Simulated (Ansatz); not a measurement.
The relaxed structure here is a generated cell of Hf3N4: the first start was made by a random draw of sites in a space group, and the end was not matched to a known phase here, so it may be hypothetical.

The end point of a relaxation of Hf₃N₄. Level of theory: PBEsol (plane waves to 420 eV, PAW, scalar-relativistic; Ansatz, an electronic-structure program).

```xyz
7
Lattice="5.3373 0.0000 0.0000 -2.6687 4.6223 0.0000 0.0000 0.0000 3.8654" Properties=species:S:1:pos:R:3 pbc="T T T"
Hf     0.0000     3.0815     2.6102
Hf     2.6687     1.5408     1.2552
Hf     0.0000     0.0000     0.0000
N      2.6687     0.0000     0.0000
N     -1.3343     2.3111     0.0000
N      1.3343     2.3111     0.0000
N      0.0000     0.0000     1.9327
```

**Question.** Determine the symmetry and give the standard cell with its independent sites.

**Answer.** Space group P-3m1 (No. 164); a = 5.3373 Å, b = 5.3373 Å, c = 3.8654 Å, α = 90.00°, β = 90.00°, γ = 120.00°

| atom | site | symmetry | x | y | z |
|---|---|---|---|---|---|
| Hf | 2d | 3m. | 0.6667 | 0.3333 | 0.3247 |
| Hf | 1a | -3m. | 0.0000 | 0.0000 | 0.0000 |
| N | 3e | .2/m. | 0.0000 | 0.5000 | 0.0000 |
| N | 1b | -3m. | 0.0000 | 0.0000 | 0.5000 |

**Question.** Give the shortest distances between elements (the closest pairs, up to four, under 3.6 Å).

**Answer.** Hf–N 1.93 Å; N–N 2.67 Å; Hf–Hf 3.33 Å.

| Item | Value |
|---|---|
| Volume per atom | 13.62 Å³ |
| Density | 10.30 g/cm³ |
| Band gap | no gap on the sampled points, where the bands overlap only slightly; such a result is sensitive to mesh and level |

No spin polarisation in the result.

The run could not lower the symmetry of its start; a shaken copy of this end point relaxes with PBEsol to Amm2 (No. 38), 0.73 eV/atom lower.
